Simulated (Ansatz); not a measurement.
Cell and atoms are relaxed with the symmetry kept. Start:

```
P
1.0
     1.66089   -5.09867    0.00000
     1.66089    5.09867    0.00000
     0.00000    0.00000    4.16166
P
4
Direct
  0.89358 0.10642 0.07177
  0.60642 0.39358 0.57177
  0.10642 0.89358 0.92823
  0.39358 0.60642 0.42823
```

Computed with Ansatz 0.2.0, DFT PBE+D3(BJ), scalar-relativistic, plane waves, PAW.

Settings: cutoff 420 eV, Γ-centred mesh 14×14×10 on the computed 4-atom cell, Gaussian smearing of 0.10 eV; no spin polarisation.

Problem. What does it relax to?

Solution. The volume rises by 0.01 Å³/atom to 17.64 Å³/atom, and the energy changes by under 0.1 meV/atom. Final structure:
```
P
1.0
     1.66141   -5.09728    0.00000
     1.66141    5.09728    0.00000
     0.00000    0.00000    4.16484
P
4
Direct
  0.89363 0.10637 0.07189
  0.60637 0.39363 0.57189
  0.10637 0.89363 0.92811
  0.39363 0.60637 0.42811
```